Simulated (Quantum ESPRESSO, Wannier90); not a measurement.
**Tight-binding from DFT: Li3BrO (anti-perovskite)**

```
begin unit_cell_cart
ang
    3.9486400000    0.0000000000    0.0000000000
    0.0000000000    3.9486400000    0.0000000000
    0.0000000000    0.0000000000    3.9486400000
end unit_cell_cart
begin atoms_frac
Li   0.5000000000  0.0000000000  0.0000000000
Li   0.0000000000  0.5000000000  0.0000000000
Li   0.0000000000  0.0000000000  0.5000000000
Br   0.5000000000  0.5000000000  0.5000000000
O    0.0000000000  0.0000000000  0.0000000000
end atoms_frac
```

Cell from Materials Project (mp-28593), symmetrised, no further relaxation. COD (Crystallography Open Database) has an entry of this formula and space group (matched by these alone). Level: PBEsol, spinors with spin-orbit coupling; pw.x of Quantum ESPRESSO at 68 Ry with PseudoDojo potentials, 6×6×6 k-points, Wannier90. Density: 8×8×8 mesh, Gaussian smearing 0.01 Ry.

Bands 11-16 form an isolated set from -4.30 to -1.89 eV relative to the valence-band maximum (on the path) and are turned into 6 Wannier functions by minimising the spread from the start: atomic waves Br 4p.

Question: Where do the functions sit, how wide are they and what are they made of?

Answer: 
```tsv
functions	spread (Å²)	nearest atom, distance (Å)	second atom, distance (Å)	weight on atomic waves
2	3.13	Br 0.00	Li 2.79	Br 4p 81 %, O 2p 10 %
2	2.96	Br 0.00	Li 2.79	Br 4p 82 %, O 2p 9 %, Li 2s 6 %
2	2.76	Br 0.00	Li 2.79	Br 4p 84 %, O 2p 8 %
```

Ω_I = 17.30 Å², Ω_total = 17.68 Å²; the interpolated bands follow pw.x to 5.4 meV rms on the path. Only this start was tried; a symmetric start can stop on a saddle, and mixtures of these functions could lower the total by at most Ω_total − Ω_I.
